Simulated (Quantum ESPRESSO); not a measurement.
## Ta3Al2AgMo2 (one composition in several site orders)

Computed values, not a measurement. The program is pw.x of Quantum ESPRESSO 7.5 (plane-wave density functional theory). The cell is made up: eight metal atoms on a hexagonal close-packed lattice, with elements, volume, strain and displacements drawn at random and not relaxed, so it may be unstable or far from any real phase. PseudoDojo standard norm-conserving files set the functional (PBE unless stated); there is no spin polarisation or spin-orbit coupling, the Fermi-Dirac width of 0.25 eV means electrons at about 2900 K, and the masses in the input are unused placeholders. Heavy elements are run without spin-orbit coupling, which real alloys of them have. A spin test at this wide smearing found no moment, but such smearing suppresses magnetism that the real alloy may have.

The runs put one composition on the sites in different orders. Cell, positions, cutoff, mesh and smearing stay as in the input of run 1; sites are counted in its order. Stress in the tables is positive in tension.

Input of run 1:

```
&control calculation='scf', pseudo_dir='./dojo.nc.sr.pbe.v0_5.standard.upf', outdir='./o', disk_io='minimal', tprnfor=.true., tstress=.true. /
&system ibrav=0, nat=8, ntyp=4, nbnd=60, ecutwfc=82.02448710, nosym=.true., tot_charge=0,
 occupations='smearing', smearing='fd', degauss=0.0183746611
/
&electrons conv_thr=1.470e-08, electron_maxstep=70, mixing_beta=0.5 /
ATOMIC_SPECIES
Ag 1.0 Ag.upf
Al 1.0 Al.upf
Mo 1.0 Mo.upf
Ta 1.0 Ta.upf
CELL_PARAMETERS angstrom
-0.0449 -0.064 4.7302
5.7109 -0.095 -0.0545
-2.9377 5.1364 -0.04
ATOMIC_POSITIONS angstrom
Ta -0.041 -0.0419 -0.1207
Al -1.5328 2.5131 -0.027
Al 2.9941 -0.1285 -0.1048
Ta 1.3157 2.4987 0.0756
Ag 0.0112 1.6988 2.4155
Mo -1.5018 4.089 2.1824
Mo 2.8557 1.6569 2.2577
Ta 1.3689 4.1716 2.3554
K_POINTS automatic
5 5 5 1 1 1
```

```
run  elements on sites 1 to 8  free energy less that of run 1 (eV)  -TS (eV)  pressure (GPa)  stress xx (GPa)  stress yy (GPa)  stress zz (GPa)  stress yz (GPa)  stress xz (GPa)  stress xy (GPa)  iterations
  1   Ta Al Al Ta Ag Mo Mo Ta                                0.000    -1.346           -0.20            -1.51             1.83             0.26            -0.57            -0.76            -3.53          16
  2   Ag Al Ta Mo Ta Ta Mo Al                               -0.475    -1.372           -1.14            -0.27             3.86            -0.18            -0.50             0.15            -3.04          15
  3   Mo Ta Ta Ta Mo Al Al Ag                                0.097    -1.395            0.97             0.61            -0.55            -2.98            -3.50            -2.11            -4.11          17
  4   Ta Ag Al Mo Al Ta Mo Ta                               -0.119    -1.378           -0.05            -2.13             5.22            -2.93            -1.77            -0.70            -2.55          17
  5   Mo Al Al Mo Ta Ta Ag Ta                                0.333    -1.520            1.27            -1.86            -1.03            -0.93            -0.01             0.84            -2.83          16
  6   Mo Al Ta Mo Ta Ag Ta Al                               -0.374    -1.394           -1.01             0.32             3.02            -0.32            -0.90            -0.30            -2.56          16
```

Forces Fx Fy Fz (eV/Å):

```
site              run 1              run 2              run 3              run 4             run 5             run 6
   1    1.64 -0.27 1.13    1.10 -0.12 0.60     1.69 0.10 1.37     1.50 0.17 1.17   1.37 -0.38 0.74    0.54 0.57 0.93
   2    0.16 0.02 -0.39    0.22 0.23 -0.48    0.43 0.41 -0.50   0.27 -0.10 -0.60  0.24 -0.03 -0.45   0.40 0.39 -0.04
   3    -1.84 0.62 0.49    -1.88 0.52 0.38    -1.47 0.86 0.32    -1.64 0.62 0.47   -1.38 0.31 0.49   -0.87 0.40 0.33
   4    1.36 0.10 -0.13   0.76 -0.09 -0.02   0.87 -0.98 -0.86    1.10 0.07 -0.10  -0.37 0.21 -0.45  1.07 -0.41 -0.81
   5  -0.47 -0.79 -0.40  -0.21 -0.57 -0.35  -0.84 -0.93 -0.08  -0.12 -0.66 -0.25  0.18 -0.70 -0.39  0.25 -1.19 -0.22
   6    -0.67 0.73 0.11     0.50 1.06 0.42    -0.20 1.06 0.57    -0.33 1.29 0.54   -0.04 1.79 0.25    0.14 1.33 0.29
   7   -0.30 -0.20 0.49   -0.67 -0.95 0.15   -0.44 -0.66 0.46   -1.04 -0.85 0.20  -0.26 -1.19 0.52  -1.71 -1.14 0.50
   8   0.12 -0.22 -1.31   0.17 -0.09 -0.71   -0.04 0.14 -1.28   0.24 -0.54 -1.43  0.26 -0.01 -0.71   0.17 0.06 -0.98
```

The sites are displaced and not relaxed, so the energy differences mix bonding between neighbours with strain and are not ordering energies. A rerun of one cell of this series at a higher cutoff and on a denser mesh moved values by no more than 0.003 eV in energy, 0.04 GPa in stress and 0.005 eV/Å in force, and a second program with other atomic files agreed on that cell to 2 % rms in force and 0.5 GPa in pressure.